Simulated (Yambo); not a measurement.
Material: BaO2 (space group I4/mmm, No. 139); a = 4.301 Å, b = 4.301 Å, c = 4.301 Å, α = 128.00°, β = 128.00°, γ = 76.63° (3 atoms in the cell). Cell and atoms were relaxed with PBEsol from Materials Project entry mp-1105, within its symmetry.

With PBEsol (pw.x of Quantum ESPRESSO, ONCV potentials, no spin-orbit coupling), the gap between the mesh's edge points (Z → Z) is 2.070 eV.

### Question
Estimate the G0W0 gap between the same points from Yambo (4×4×4 Γ-centred k mesh, 94 bands and a 8 Ry block in the screening, 94 bands in G with the Bruneval-Gonze terminator, plasmon pole fitted at 27.2 eV).

### Answer
The correction is 1.669 eV, giving 3.739 eV, 1.8 times the PBEsol value.  Nearest settings tried, and what they do to the gap: 60 bands in W, 60 bands in G: +42 meV; 7 Ry block (113 vectors against 131): -38 meV. Not varied: mesh. So the settings aren't converged at that level.
